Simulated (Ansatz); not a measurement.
Theory: DFT PBE, scalar-relativistic, plane waves, PAW in Ansatz 0.2.0. All cells share a 420 eV cutoff and Γ-centred k meshes spaced at most about 0.3 Å⁻¹ (about 0.25 or finer for metals, 2π included). Collinear spin in cells that started with moments and kept them past the coarse steps, no spin elsewhere.

Temperature and zero-point effects are left out. All come from trial cells, and lower structures may exist.

Question: These unrelaxed guesses for Sn₃Mo₂ are each relaxed within their symmetry. Order them by the energy at which they end, lowest first.
A.

```
Sn Mo
1.0
     4.96322    0.00000    0.00000
     0.00000    4.96322    0.00000
     0.00000    0.00000    4.96322
Sn Mo
3 2
Cartesian
  0.0000 2.4816 2.4816
  2.4816 0.0000 2.4816
  2.4816 2.4816 0.0000
  0.0000 0.0000 0.0000
  2.4816 2.4816 2.4816
```

B.

```
Sn Mo
1.0
     4.20271    0.00000    0.00000
     0.00000    4.20271    0.00000
     0.00000    0.00000    6.19008
Sn Mo
3 2
Direct
  0.50000 0.00000 0.99346
  0.00000 0.50000 0.99346
  0.00000 0.00000 0.27214
  0.00000 0.00000 0.72113
  0.50000 0.50000 0.28981
```

Answer: B (ends in P4mm, 0 meV/atom), A (ends in Pm-3m, 245 meV/atom). Even the lowest end lies +0.89 eV/atom against the elements.

Another magnetic order may lie lower. Cells relaxed within their symmetry can be saddle points. Some types were kept out of the candidates beforehand, so the set may lack a known form.
